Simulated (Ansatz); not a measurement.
# What DFT gives for K$_{2}$SbF$_{5}$

```yaml
crystal:
  lattice:
    - [6.28649, 0.00000, 0.00000]
    - [3.14324, -6.88151, 0.00000]
    - [0.00000, 0.00000, -6.53517]
  atoms:
    - { symbol: F, position: [0.33300, 0.77800, 0.02800] }
    - { symbol: F, position: [0.66700, 0.22200, 0.52800] }
    - { symbol: F, position: [0.11100, 0.22200, 0.97200] }
    - { symbol: F, position: [0.88900, 0.77800, 0.47200] }
    - { symbol: F, position: [0.66700, 0.22200, 0.97200] }
    - { symbol: F, position: [0.33300, 0.77800, 0.47200] }
    - { symbol: F, position: [0.88900, 0.77800, 0.02800] }
    - { symbol: F, position: [0.11100, 0.22200, 0.52800] }
    - { symbol: K, position: [0.57800, 0.84400, 0.75000] }
    - { symbol: K, position: [0.42200, 0.15600, 0.25000] }
    - { symbol: K, position: [0.25000, 0.50000, 0.75000] }
    - { symbol: K, position: [0.75000, 0.50000, 0.25000] }
    - { symbol: Sb, position: [0.91100, 0.17800, 0.75000] }
    - { symbol: Sb, position: [0.08900, 0.82200, 0.25000] }
    - { symbol: F, position: [0.75900, 0.48200, 0.75000] }
    - { symbol: F, position: [0.24100, 0.51800, 0.25000] }
```

Level: r2SCAN, no spin polarisation; 500 eV; 5×5×4 Γ-centred mesh; fermi-dirac occupations (width 0.1 eV); Ansatz 0.2.0, fixed geometry.

Problem. Metal or insulator? Give the gap.

Solution. The gap on the k mesh is 4.71 eV; the mesh may miss the band edges, so the true gap of this level can be smaller.

Problem. What does the stress say?

Solution. The pressure is 1.3 GPa (compression positive), so with the atoms held at these fractions the cell would first expand; the forces are large, so a full relaxation may end otherwise. The principal stresses -1.8, 2.4, 3.2 GPa differ, so its shape would change too.

Problem. Where is the largest force?

Solution. The largest is on F16 (and as large on other atoms): 1.40 eV/Å, components (0.00, -1.40, 0.00). It makes 0° with the line to a nearest neighbour, Sb14 at 2.09 Å, pointing towards it.

Problem. What is the formation energy?

Solution. -2.78 eV an atom against the elements' usual phases (free molecules for gases, crystals otherwise, with no correction for O₂ or N₂), so it is bound against them; other compounds may still compete. Relaxing would lower it.

Origin: a database entry at a rescaled volume. Caveats: an odd or shifted mesh can miss the band edges, so this level's true gap may be smaller; no spin-orbit coupling, which can shift this gap by tenths of an eV.
